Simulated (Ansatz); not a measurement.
CrO2 (rutile)

```xyz
6
Lattice="4.4039 0.0000 0.0000 0.0000 4.4039 0.0000 0.0000 0.0000 2.9118" Properties=species:S:1:pos:R:3 pbc="T T T"
Cr     0.0000     0.0000     0.0000
Cr     2.2020     2.2020     1.4559
O      1.3334     1.3334     0.0000
O      3.5354     0.8685     1.4559
O      0.8685     3.5354     1.4559
O      3.0705     3.0705     0.0000
```

The slice is a (-1 2 0) plane (indices of the conventional cell) through the point (0.303, 0.303, 0.000) (fractional), spanned by u = [001] and v = [210] in vectors of this cell: u (2.91 Å) and v (9.85 Å, at 90° to u). It covers one period; positions are fractions (u, v).

Calculation: r2SCAN (plane waves to 500 eV, PAW, scalar-relativistic; Ansatz, a first-principles code). k mesh 11×11×16. These are valence fields of a PAW run, semicore shells included where kept as valence: close to a nucleus they are smooth pseudo fields. CrO2 is run spin-polarised and with no Hubbard U. CrO2 was relaxed with its symmetry unable to fall. Relaxed CrO2 ends ferromagnetic. Other magnetic orders were not checked, so this need not be the ground state.

Task: Sketch the electron localisation function (ELF) on this plane as a map.

Result: 
```
|x99500599|
|997200279|
|331000013|
|210122101|
|741377314|
|851799715|
|631899813|
|212899821|
|002688620|
|100144100|
|210000001|
|210000001|
|100000000|
|000255200|
|003799730|
|016999961|
|0289xx982|
|0289xx982|
|016999961|
|002688620|
|100122100|
|531000013|
|874000047|
|985100158|
|884000048|
|651122115|
|211588511|
|002899820|
|531599513|
|994166149|
|x99211299|
|xx950059x|
```
Scale: ten equal steps from 0.02 (start of '0') to 0.84 (end of '9'), in the order '0123456789'. Values: electron localisation function (ELF). The map has 9 points along u (one character each, u = 0 at the left) and 32 along v (v = 0 in the bottom row). Points within 0.4 Å of a nucleus are blanked (x), as the pseudised field means little there.
